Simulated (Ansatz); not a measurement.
Starting cell, PbSe (rock salt):

```xyz
4
Lattice="0.0000 6.2178 6.2178 3.1089 0.0000 3.1089 3.1089 3.1089 0.0000" Properties=species:S:1:pos:R:3 pbc="T T T"
Se     0.0000     0.0000     0.0000
Se     3.1089     3.1089     6.2178
Pb     3.1089     3.1089     3.1089
Pb     3.1089     6.2178     6.2178
```

A phonon eigenvector at L = (0.5, 0.0, 0.0) is frozen into this cell: atom i moves by Q times the vector below, so Q is the largest atomic displacement, in Å. The cell is held. (q is in reciprocal vectors of the primitive cell; the cell shown is doubled to hold the pattern.)

```csv
atom,x,y,z
Pb3,-0.577,0.577,0.577
Pb4,0.577,-0.577,-0.577
```

Atoms not listed stay in place.

The numbers are results of PBE (plane waves to 420 eV, PAW, scalar-relativistic; Ansatz, a program for electronic structure), not measurements. k mesh 9×9×9 (Γ-centred), Fermi-Dirac smearing 0.05 eV. The energy includes the smearing's −TS. PbSe was relaxed with its symmetry unable to fall. Spin-orbit coupling is left out, though Pb is heavy. ΔE is measured from the undisplaced structure.

| Q (Å) | ΔE (meV/cell) |
|---|---|
| -0.180 | 225.3 |
| -0.120 | 100.5 |
| -0.060 | 25.2 |
| 0.000 | 0.0 |
| 0.060 | 25.2 |
| 0.120 | 100.5 |
| 0.180 | 225.3 |

### Question
Which DFPT wavenumber at L = (0.5, 0.0, 0.0) belongs to this mode?
A. 115 cm⁻¹
B. 137 cm⁻¹
C. 50 cm⁻¹
D. 96 cm⁻¹

### Answer
D, 96 cm⁻¹. The curvature of the scan gives 96 cm⁻¹

(For displaced atoms, the force is minus the slope of the energy, and its curvature is a force constant, which sets phonon frequencies.)
